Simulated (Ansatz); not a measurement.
HfC in space group P6_3/mmc (No. 194; Hf on 2d, C on 2c), plane-wave PAW PBE (Ansatz code), all energies at zero smearing, with the estimated change up to a 700 eV cutoff added, with one set of potentials and settings (totals compare only within such a set). Cell of 4 atoms (2 Hf, 2 C): -31948.926 eV.

```csv
element,reference phase,E (eV/atom)
Hf,"P6_3/mmc, 2 atoms in the cell",-15722.2087
C,"P6_3/mmc, 4 atoms in the cell",-250.9463
```

Formation energy per atom, worked out: (-31948.926 − 2×(-15722.2087) − 2×(-250.9463))/4 = -0.654 eV/atom (-63 kJ per mol of atoms), at 0 K, without zero-point energy or fitted corrections.

The start of the workflow was typed in or built on a structure type; the Crystallography Open Database copy checked does not list it. It is not the phase usual at ambient conditions (space group No. 225). The PBE relaxation kept the symmetry of its start; its stability against distortions is not shown here. No spin polarisation was allowed. The references are the lowest solids computed at this level, not always the standard phases. Spin–orbit coupling is left out wherever it is not named.

Potentials: the earlier of the program's two PAW sets.
